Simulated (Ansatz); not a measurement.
SrO (rock salt), relaxed and computed with several functionals in Ansatz (plane waves, PAW). Much of their spread follows the volume that each gives.

```tsv
functional	V (Å³/atom)	B₀ by P(V) fit (GPa)
PBE	17.53	?
LDA	16.24	104
r²SCAN	17.17	93.6
HSE06	17.11	92.5
```

Fit a straight line to ln B₀ against ln V and predict the withheld value.

Least squares on the 3 shown rows: ln B₀ = -2.05 × ln V + (10.358), with a scatter of 1 %. For PBE this gives 88.9. The run itself gave 84.5, outside the scatter: the line misses something about this case.

All cells were relaxed under the symmetry of their starts (and spin orders); stability against distortions was not tested throughout. Spin–orbit coupling is left out wherever it is not named.

Potentials: the later of the program's two PAW sets.

Ansatz (a quantum-chemistry and plane-wave program) is a plane-wave DFT program.
